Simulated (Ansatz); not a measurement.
Consider the following.

W:
```cif
data_W4
_chemical_formula_sum 'W4'
_space_group_name_H-M_alt 'Fm-3m'
_space_group_IT_number 225
_space_group_name_Hall '-F 4 2 3'
_cell_length_a 3.97303
_cell_length_b 3.97303
_cell_length_c 3.97303
_cell_angle_alpha 90.000
_cell_angle_beta 90.000
_cell_angle_gamma 90.000
loop_
_atom_site_label
_atom_site_type_symbol
_atom_site_symmetry_multiplicity
_atom_site_Wyckoff_symbol
_atom_site_fract_x
_atom_site_fract_y
_atom_site_fract_z
_atom_site_occupancy
W1 W 4 a 0.00000 0.00000 0.00000 1
```
(The calculation used a cell of 1 atom; values per cell refer to that cell.)

This is the LDA-relaxed structure.

Question: All from plane-wave PAW LDA (Ansatz code), unless another level is named. Estimate the bulk modulus (Birch–Murnaghan fit).

Answer: 312 GPa.

Question: What about the elastic constants (relaxed ions, GPa)?

Answer: C11 = 111, C12 = 412, C44 = -101.

The workflow started from an entry of the Crystallography Open Database (COD), which files this formula under 6 space groups. It is not the phase usual at ambient conditions (space group No. 229). The LDA relaxation kept the symmetry of its start. At this level the phase is mechanically unstable. No spin polarisation was allowed. As this level gives no gap, shear constants depend on the k-mesh and smearing (Fermi–Dirac, 0.1 eV here). Spin–orbit coupling is left out wherever it is not named.

Potentials: the earlier of the program's two PAW sets.
